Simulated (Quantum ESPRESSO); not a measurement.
## Mo4Sn4 (input and log of a self-consistent run)

Simulated, not a measurement. The program is pw.x of Quantum ESPRESSO 7.5 (plane-wave density functional theory). The cell is made up: eight metal atoms on a hexagonal close-packed lattice, with elements, volume, strain and displacements drawn at random and not relaxed, so it may be unstable or far from any real phase. PseudoDojo standard norm-conserving files set the functional (PBE unless stated); there is no spin polarisation or spin-orbit coupling, the Fermi-Dirac width of 0.25 eV means electrons at about 2900 K, and the masses in the input are unused placeholders. The tin pseudopotential is less sure than most, with forces differing by about three percent from a second method on plain tin. A spin test at this wide smearing found no moment, but such smearing suppresses magnetism that the real alloy may have.

Input:

```
&control calculation='scf', pseudo_dir='./dojo.nc.sr.pbe.v0_5.standard.upf', outdir='./o', disk_io='minimal', tprnfor=.true., tstress=.true. /
&system ibrav=0, nat=8, ntyp=2, nbnd=69, ecutwfc=79.96652505, nosym=.true., tot_charge=0,
 occupations='smearing', smearing='fd', degauss=0.0183746611
/
&electrons conv_thr=1.470e-08, electron_maxstep=70, mixing_beta=0.5 /
ATOMIC_SPECIES
Mo 1.0 Mo.upf
Sn 1.0 Sn.upf
CELL_PARAMETERS angstrom
-2.9882 0.0127 0.0152
0.0026 5.2399 -4.9031
0.0464 -5.1699 -4.8279
ATOMIC_POSITIONS angstrom
Mo -0.0183 0.0029 -0.0441
Mo 0.0084 1.7367 -2.4454
Sn 0.0337 0.0467 -4.8839
Mo 0.0225 1.745 -7.3488
Sn -1.4691 -0.7965 -2.4231
Mo -1.4509 -2.554 -4.8488
Sn -1.4566 -0.7913 -7.2978
Sn -1.4935 2.6773 -4.8609
K_POINTS automatic
8 3 4 1 1 1
```

The log is shortened where brackets say so; the opening notice, blank lines, dates and the lines on written files are dropped, and the path of the files is cut. It prints rydbergs, bohrs and kilobars, and counts compression as positive stress. Its total energy is the free energy E - TS of the whole cell.

```
     Program PWSCF v.7.5
     Parallel version (MPI & OpenMP), running on       4 processor cores
     Number of MPI processes:                 4
     Threads/MPI process:                     1
     [start-up lines left out]
     bravais-lattice index     =            0
     lattice parameter (alat)  =       5.6470  a.u.
     unit-cell volume          =    1021.2558 (a.u.)^3
     number of atoms/cell      =            8
     number of atomic types    =            2
     number of electrons       =       112.00
     number of Kohn-Sham states=           69
     kinetic-energy cutoff     =      79.9665  Ry
     charge density cutoff     =     319.8661  Ry
     scf convergence threshold =      1.5E-08
     mixing beta               =       0.5000
     number of iterations used =            8  plain     mixing
     Exchange-correlation= PBE
                           (   1   4   3   4   0   0   0)
     [axes and pseudopotential details left out]
   Cartesian axes
     site n.     atom                  positions (alat units)
         1        Mo     tau(   1) = (  -0.0061240   0.0009705  -0.0147577  )
         2        Mo     tau(   2) = (   0.0028110   0.5811732  -0.8183342  )
         3        Sn     tau(   3) = (   0.0112774   0.0156278  -1.6343594  )
         4        Mo     tau(   4) = (   0.0075295   0.5839508  -2.4592191  )
         5        Sn     tau(   5) = (  -0.4916230  -0.2665426  -0.8108717  )
         6        Mo     tau(   6) = (  -0.4855325  -0.8546764  -1.6226134  )
         7        Sn     tau(   7) = (  -0.4874399  -0.2648024  -2.4421524  )
         8        Sn     tau(   8) = (  -0.4997882   0.8959378  -1.6266626  )
     number of k points=    48  Fermi-Dirac smearing, width (Ry)=  0.0184
                       cart. coord. in units 2pi/alat
        k(    1) = (  -0.0629112   0.0110475  -0.0898044), wk =   0.0416667
        k(    2) = (  -0.0636118  -0.0612795  -0.1671000), wk =   0.0416667
     [further k points left out]
     Dense  grid:    98631 G-vectors     FFT dimensions: (  36,  80,  80)
     Estimated max dynamical RAM per process >     311.56 MB
     Estimated total dynamical RAM >       1.15 GB
     Initial potential from superposition of free atoms
     starting charge     111.9881, renormalised to     112.0000
     Starting wfcs are   76 randomized atomic wfcs
     total cpu time spent up to now is        3.8 secs
     per-process dynamical memory:   249.3 Mb
     Self-consistent Calculation
     iteration #  1     ecut=    79.97 Ry     beta= 0.50
     Davidson diagonalization with overlap
     ethr =  1.00E-02,  avg # of iterations =  2.5
     Threshold (ethr) on eigenvalues was too large:
     Diagonalizing with lowered threshold
     Davidson diagonalization with overlap
     ethr =  4.64E-04,  avg # of iterations =  3.1
     total cpu time spent up to now is       17.5 secs
     total energy              =   -1192.29237389 Ry
     estimated scf accuracy    <       0.59411557 Ry
     iteration #  2     ecut=    79.97 Ry     beta= 0.50
     Davidson diagonalization with overlap
     ethr =  5.30E-04,  avg # of iterations =  2.4
     total cpu time spent up to now is       24.8 secs
     total energy              =   -1192.01578738 Ry
     estimated scf accuracy    <       2.58507580 Ry
     iteration #  3     ecut=    79.97 Ry     beta= 0.50
     Davidson diagonalization with overlap
     ethr =  5.30E-04,  avg # of iterations =  2.5
     total cpu time spent up to now is       31.7 secs
     total energy              =   -1192.21828145 Ry
     estimated scf accuracy    <       3.43513524 Ry
     iteration #  4     ecut=    79.97 Ry     beta= 0.50
     Davidson diagonalization with overlap
     ethr =  5.30E-04,  avg # of iterations =  2.1
     total cpu time spent up to now is       38.2 secs
     total energy              =   -1192.35009979 Ry
     estimated scf accuracy    <       1.05049578 Ry
     iteration #  5     ecut=    79.97 Ry     beta= 0.50
     Davidson diagonalization with overlap
     ethr =  5.30E-04,  avg # of iterations =  1.9
     total cpu time spent up to now is       44.2 secs
     total energy              =   -1192.40886860 Ry
     estimated scf accuracy    <       0.38785339 Ry
     [iterations 6 to 12 left out]
     iteration # 13     ecut=    79.97 Ry     beta= 0.50
     Davidson diagonalization with overlap
     ethr =  6.83E-10,  avg # of iterations =  3.1
     total cpu time spent up to now is       96.6 secs
     total energy              =   -1192.43527781 Ry
     estimated scf accuracy    <       0.00000057 Ry
     iteration # 14     ecut=    79.97 Ry     beta= 0.50
     Davidson diagonalization with overlap
     ethr =  5.05E-10,  avg # of iterations =  2.0
     total cpu time spent up to now is      103.1 secs
     total energy              =   -1192.43527782 Ry
     estimated scf accuracy    <       0.00000170 Ry
     iteration # 15     ecut=    79.97 Ry     beta= 0.50
     Davidson diagonalization with overlap
     ethr =  5.05E-10,  avg # of iterations =  1.7
     total cpu time spent up to now is      109.4 secs
     total energy              =   -1192.43527789 Ry
     estimated scf accuracy    <       0.00000027 Ry
     iteration # 16     ecut=    79.97 Ry     beta= 0.50
     Davidson diagonalization with overlap
     ethr =  2.37E-10,  avg # of iterations =  2.0
     total cpu time spent up to now is      116.6 secs
     total energy              =   -1192.43527790 Ry
     estimated scf accuracy    <       0.00000035 Ry
     iteration # 17     ecut=    79.97 Ry     beta= 0.50
     Davidson diagonalization with overlap
     ethr =  2.37E-10,  avg # of iterations =  1.0
     total cpu time spent up to now is      123.4 secs
     End of self-consistent calculation
     [lines on levels left out]
!    total energy              =   -1192.43527791 Ry
     estimated scf accuracy    <       0.00000001 Ry
     smearing contrib. (-TS)   =      -0.11619711 Ry
     internal energy E=F+TS    =   -1192.31908080 Ry
     The total energy is F=E-TS. E is the sum of the following terms:
     one-electron contribution =    -225.49815646 Ry
     hartree contribution      =     191.40603077 Ry
     xc contribution           =    -259.16300859 Ry
     ewald contribution        =    -899.06394652 Ry
     convergence has been achieved in  17 iterations
     Forces acting on atoms (cartesian axes, Ry/au):
     atom    1 type  1   force =     0.00508000    0.05857427    0.00817418
     atom    2 type  1   force =     0.00074120    0.00044744    0.04183934
     atom    3 type  2   force =    -0.00131775   -0.03246177    0.00556685
     atom    4 type  1   force =    -0.00047562    0.00193179   -0.03998661
     atom    5 type  2   force =    -0.00233893   -0.01158813    0.01922965
     atom    6 type  1   force =    -0.00216859   -0.02711800    0.00311793
     atom    7 type  2   force =    -0.00126667    0.00199640   -0.02351544
     atom    8 type  2   force =     0.00174637    0.00821799   -0.01442589
     Total force =     0.100304     Total SCF correction =     0.000705
     Computing stress (Cartesian axis) and pressure
          total   stress  (Ry/bohr**3)                   (kbar)     P=       12.89
   0.00046285   0.00003059   0.00001212           68.09        4.50        1.78
   0.00003059  -0.00027308   0.00004469            4.50      -40.17        6.57
   0.00001212   0.00004469   0.00007312            1.78        6.57       10.76
     init_run     :      3.64s CPU      3.75s WALL (       1 calls)
     electrons    :    116.93s CPU    119.61s WALL (       1 calls)
     forces       :      1.35s CPU      1.36s WALL (       1 calls)
     stress       :      4.49s CPU      4.49s WALL (       1 calls)
     [timing details left out]
     PWSCF        :   2m 6.51s CPU   2m 9.35s WALL
     JOB DONE.
```

In other units: free energy -16223.908 eV for the cell, pressure 1.29 GPa, largest force component 1.506 eV/Å in size. The run took 131 s of wall time with four MPI processes on a shared machine (AMD EPYC, Zen 5, virtual cores), so the time is rough. A rerun of this cell at a higher cutoff and on a denser mesh moved values by no more than 0.007 eV in energy, 0.04 GPa in stress and 0.010 eV/Å in force, and a second program with other atomic files agreed on that cell to 2 % rms in force and 0.5 GPa in pressure.